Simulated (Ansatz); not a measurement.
**Optical constants of Mg2SO**

Theory: Ansatz 0.2.0, DFT PBE, scalar-relativistic, plane waves, PAW. Cutoff 420 eV, 9×9×9 k-points (Γ-centred), Gaussian smearing of 0.01 eV. No spin polarisation.

Relaxed structure:
```
CELL_PARAMETERS angstrom
1.68318 0.97179 5.54638
-1.68318 0.97179 5.54638
0.00000 -1.94357 5.54638
ATOMIC_POSITIONS crystal
Mg 0.23853 0.23853 0.23853
Mg 0.76147 0.76147 0.76147
S 0.00000 0.00000 0.00000
O 0.50000 0.50000 0.50000
```

This structure is a trial: an element of a database structure was replaced and the cell relaxed, so another structure or a mixture of phases may lie lower.

Independent-particle response (no local fields, no excitons) on a 15×15×15 mesh, broadened by 0.1 eV. Light polarised along x. The bands above those solved add 0.09 to ε₁ at zero frequency; that share is added as a constant.

Question: Tabulate n, κ, the reflectivity and the absorption coefficient against photon energy.

Answer:
```csv
E (eV),n,κ,R,α (10⁵ cm⁻¹)
0.3,2.24,0.00,0.15,0.00
0.6,2.25,0.00,0.15,0.00
0.9,2.27,0.01,0.15,0.01
1.2,2.26,0.04,0.15,0.05
1.5,2.26,0.03,0.15,0.05
1.8,2.27,0.02,0.15,0.04
2.1,2.29,0.02,0.15,0.04
2.4,2.32,0.02,0.16,0.04
2.7,2.35,0.01,0.16,0.04
3.0,2.40,0.01,0.17,0.04
3.3,2.45,0.02,0.18,0.05
3.6,2.52,0.02,0.19,0.07
3.9,2.63,0.06,0.20,0.23
4.2,2.68,0.12,0.21,0.52
4.5,2.75,0.16,0.22,0.71
4.8,2.87,0.19,0.23,0.95
5.1,2.98,0.29,0.25,1.48
5.4,3.11,0.35,0.27,1.92
5.7,3.46,0.45,0.31,2.62
6.0,3.64,1.12,0.36,6.82
6.3,3.52,1.50,0.38,9.56
6.6,3.35,1.96,0.41,13.13
6.9,2.77,2.50,0.46,17.49
7.2,2.05,2.44,0.46,17.77
7.5,1.75,2.03,0.40,15.43
7.8,1.69,1.82,0.36,14.39
8.1,1.75,1.67,0.32,13.70
8.4,1.90,1.85,0.36,15.74
8.7,1.48,1.94,0.40,17.07
9.0,1.36,1.74,0.37,15.87
9.3,1.40,1.65,0.34,15.59
9.6,1.44,1.61,0.33,15.67
9.9,1.32,1.70,0.36,17.04
10.2,1.24,1.73,0.38,17.86
10.5,1.07,1.67,0.40,17.81
10.8,1.00,1.55,0.37,16.94
11.1,0.96,1.53,0.38,17.23
11.4,0.95,1.50,0.37,17.27
11.7,0.83,1.49,0.40,17.67
12.0,0.74,1.42,0.41,17.30
```

Question: Where is the highest local maximum of ε₂ between 0.3 and 12 eV?

Answer: At 6.8 eV, where ε₂ = 14.7.

Question: How do the static value and the gaps compare?

Answer: ε₁(0) = 4.99; on the self-consistent k mesh the Kohn–Sham gap is 0.95 eV and the least direct gap 0.95 eV.